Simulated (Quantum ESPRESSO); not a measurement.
## Pt3WZnGaAl2 (input and log of a self-consistent run)

Computed values, not a measurement. The program is pw.x of Quantum ESPRESSO 7.5 (plane-wave density functional theory). The cell is made up: eight metal atoms on a hexagonal close-packed lattice, with elements, volume, strain and displacements drawn at random and not relaxed, so it may be unstable or far from any real phase. PseudoDojo standard norm-conserving files set the functional (PBE unless stated); there is no spin polarisation or spin-orbit coupling, the Fermi-Dirac width of 0.25 eV means electrons at about 2900 K, and the masses in the input are unused placeholders. Heavy elements are run without spin-orbit coupling, which real alloys of them have. A spin test at this wide smearing found no moment, but such smearing suppresses magnetism that the real alloy may have.

Input:

```
&control calculation='scf', pseudo_dir='./dojo.nc.sr.pbe.v0_5.standard.upf', outdir='./o', disk_io='minimal', tprnfor=.true., tstress=.true. /
&system ibrav=0, nat=8, ntyp=5, nbnd=67, ecutwfc=84.00895049, nosym=.true., tot_charge=0,
 occupations='smearing', smearing='fd', degauss=0.0183746611
/
&electrons conv_thr=1.470e-08, electron_maxstep=70, mixing_beta=0.5 /
ATOMIC_SPECIES
Al 1.0 Al.upf
Ga 1.0 Ga.upf
Pt 1.0 Pt.upf
W 1.0 W.upf
Zn 1.0 Zn.upf
CELL_PARAMETERS angstrom
2.8629 0.0 0.0
0.0 4.9587 0.0
0.0 0.0 9.0411
ATOMIC_POSITIONS angstrom
Pt -0.0461 -0.0183 0.0329
Pt 0.0444 0.0204 4.5342
W 0.0106 1.6682 2.2688
Zn 0.0344 1.6555 6.7468
Ga 1.4981 2.4213 0.0571
Pt 1.4807 2.5189 4.5414
Al 1.3734 4.1227 2.2243
Al 1.4212 4.0957 6.8343
K_POINTS automatic
8 5 3 1 1 1
```

The log is shortened where brackets say so; the opening notice, blank lines, dates and the lines on written files are dropped, and the path of the files is cut. It prints rydbergs, bohrs and kilobars, and counts compression as positive stress. Its total energy is the free energy E - TS of the whole cell.

```
     Program PWSCF v.7.5
     Parallel version (MPI & OpenMP), running on       4 processor cores
     Number of MPI processes:                 4
     Threads/MPI process:                     1
     [start-up lines left out]
     bravais-lattice index     =            0
     lattice parameter (alat)  =       5.4101  a.u.
     unit-cell volume          =     866.1476 (a.u.)^3
     number of atoms/cell      =            8
     number of atomic types    =            5
     number of electrons       =       107.00
     number of Kohn-Sham states=           67
     kinetic-energy cutoff     =      84.0090  Ry
     charge density cutoff     =     336.0358  Ry
     scf convergence threshold =      1.5E-08
     mixing beta               =       0.5000
     number of iterations used =            8  plain     mixing
     Exchange-correlation= PBE
                           (   1   4   3   4   0   0   0)
     [axes and pseudopotential details left out]
   Cartesian axes
     site n.     atom                  positions (alat units)
         1        Pt     tau(   1) = (  -0.0161026  -0.0063921   0.0114918  )
         2        Pt     tau(   2) = (   0.0155087   0.0071256   1.5837787  )
         3        W      tau(   3) = (   0.0037025   0.5826959   0.7924831  )
         4        Zn     tau(   4) = (   0.0120158   0.5782598   2.3566314  )
         5        Ga     tau(   5) = (   0.5232806   0.8457508   0.0199448  )
         6        Pt     tau(   6) = (   0.5172028   0.8798421   1.5862936  )
         7        Al     tau(   7) = (   0.4797234   1.4400433   0.7769395  )
         8        Al     tau(   8) = (   0.4964197   1.4306123   2.3871948  )
     number of k points=    60  Fermi-Dirac smearing, width (Ry)=  0.0184
                       cart. coord. in units 2pi/alat
        k(    1) = (   0.0625000   0.0577349   0.0527757), wk =   0.0333333
        k(    2) = (   0.0625000   0.0577349  -0.1583270), wk =   0.0333333
     [further k points left out]
     Dense  grid:    90055 G-vectors     FFT dimensions: (  32,  60, 100)
     Estimated max dynamical RAM per process >     344.95 MB
     Estimated total dynamical RAM >       1.28 GB
     Initial potential from superposition of free atoms
     starting charge     106.9913, renormalised to     107.0000
     Starting wfcs are   67 randomized atomic wfcs
     total cpu time spent up to now is        4.2 secs
     per-process dynamical memory:   272.3 Mb
     Self-consistent Calculation
     iteration #  1     ecut=    84.01 Ry     beta= 0.50
     Davidson diagonalization with overlap
     ethr =  1.00E-02,  avg # of iterations =  5.9
     total cpu time spent up to now is       15.5 secs
     total energy              =   -1514.20034011 Ry
     estimated scf accuracy    <       2.59172977 Ry
     iteration #  2     ecut=    84.01 Ry     beta= 0.50
     Davidson diagonalization with overlap
     ethr =  2.42E-03,  avg # of iterations =  5.3
     total cpu time spent up to now is       26.4 secs
     total energy              =   -1512.92193931 Ry
     estimated scf accuracy    <      41.04273726 Ry
     iteration #  3     ecut=    84.01 Ry     beta= 0.50
     Davidson diagonalization with overlap
     ethr =  2.42E-03,  avg # of iterations =  5.4
     total cpu time spent up to now is       37.3 secs
     total energy              =   -1515.62280138 Ry
     estimated scf accuracy    <       1.34450859 Ry
     iteration #  4     ecut=    84.01 Ry     beta= 0.50
     Davidson diagonalization with overlap
     ethr =  1.26E-03,  avg # of iterations =  2.0
     total cpu time spent up to now is       45.3 secs
     total energy              =   -1515.72805144 Ry
     estimated scf accuracy    <       0.24167107 Ry
     iteration #  5     ecut=    84.01 Ry     beta= 0.50
     Davidson diagonalization with overlap
     ethr =  2.26E-04,  avg # of iterations =  2.6
     total cpu time spent up to now is       53.8 secs
     total energy              =   -1515.73927757 Ry
     estimated scf accuracy    <       0.29778212 Ry
     [iterations 6 to 12 left out]
     iteration # 13     ecut=    84.01 Ry     beta= 0.50
     Davidson diagonalization with overlap
     ethr =  2.36E-10,  avg # of iterations =  3.5
     total cpu time spent up to now is      119.9 secs
     total energy              =   -1515.76558357 Ry
     estimated scf accuracy    <       0.00000011 Ry
     iteration # 14     ecut=    84.01 Ry     beta= 0.50
     Davidson diagonalization with overlap
     ethr =  9.88E-11,  avg # of iterations =  2.0
     total cpu time spent up to now is      128.2 secs
     total energy              =   -1515.76558359 Ry
     estimated scf accuracy    <       0.00000006 Ry
     iteration # 15     ecut=    84.01 Ry     beta= 0.50
     Davidson diagonalization with overlap
     ethr =  6.07E-11,  avg # of iterations =  1.7
     total cpu time spent up to now is      135.9 secs
     total energy              =   -1515.76558359 Ry
     estimated scf accuracy    <       0.00000004 Ry
     iteration # 16     ecut=    84.01 Ry     beta= 0.50
     Davidson diagonalization with overlap
     ethr =  4.04E-11,  avg # of iterations =  1.8
     total cpu time spent up to now is      143.7 secs
     total energy              =   -1515.76558359 Ry
     estimated scf accuracy    <       0.00000002 Ry
     iteration # 17     ecut=    84.01 Ry     beta= 0.50
     Davidson diagonalization with overlap
     ethr =  1.78E-11,  avg # of iterations =  1.0
     total cpu time spent up to now is      151.0 secs
     End of self-consistent calculation
     [lines on levels left out]
!    total energy              =   -1515.76558359 Ry
     estimated scf accuracy    <          2.9E-10 Ry
     smearing contrib. (-TS)   =      -0.06585963 Ry
     internal energy E=F+TS    =   -1515.69972396 Ry
     The total energy is F=E-TS. E is the sum of the following terms:
     one-electron contribution =    -723.18565886 Ry
     hartree contribution      =     417.53493901 Ry
     xc contribution           =    -266.89089800 Ry
     ewald contribution        =    -943.15810611 Ry
     convergence has been achieved in  17 iterations
     Forces acting on atoms (cartesian axes, Ry/au):
     atom    1 type  3   force =    -0.00009106   -0.01633642   -0.03104527
     atom    2 type  3   force =    -0.00110477   -0.00015107    0.00901488
     atom    3 type  4   force =     0.00139313    0.00106300    0.02729193
     atom    4 type  5   force =    -0.00089001   -0.00298819   -0.01067852
     atom    5 type  2   force =    -0.00326930   -0.00393748   -0.00669211
     atom    6 type  3   force =    -0.00349252   -0.00175663    0.00232700
     atom    7 type  1   force =     0.00594651    0.01582793    0.02508114
     atom    8 type  1   force =     0.00150802    0.00827885   -0.01529906
     Total force =     0.059130     Total SCF correction =     0.000105
     Computing stress (Cartesian axis) and pressure
          total   stress  (Ry/bohr**3)                   (kbar)     P=      -67.34
  -0.00037138  -0.00001946   0.00001322          -54.63       -2.86        1.94
  -0.00001946  -0.00029582   0.00009765           -2.86      -43.52       14.37
   0.00001322   0.00009765  -0.00070612            1.94       14.37     -103.87
     init_run     :      4.01s CPU      4.12s WALL (       1 calls)
     electrons    :    146.46s CPU    146.75s WALL (       1 calls)
     forces       :      1.64s CPU      1.65s WALL (       1 calls)
     stress       :      5.71s CPU      5.82s WALL (       1 calls)
     [timing details left out]
     PWSCF        :   2m37.94s CPU   2m38.51s WALL
     JOB DONE.
```

In other units: free energy -20623.041 eV for the cell, pressure -6.73 GPa, largest force component 0.798 eV/Å in size. The run took 160 s of wall time with four MPI processes on a shared machine (AMD EPYC, Zen 5, virtual cores), so the time is rough. A rerun of this cell at a higher cutoff and on a denser mesh moved values by no more than 0.013 eV in energy, 0.05 GPa in stress and 0.012 eV/Å in force, and a second program with other atomic files agreed on that cell to 2 % rms in force and 0.5 GPa in pressure.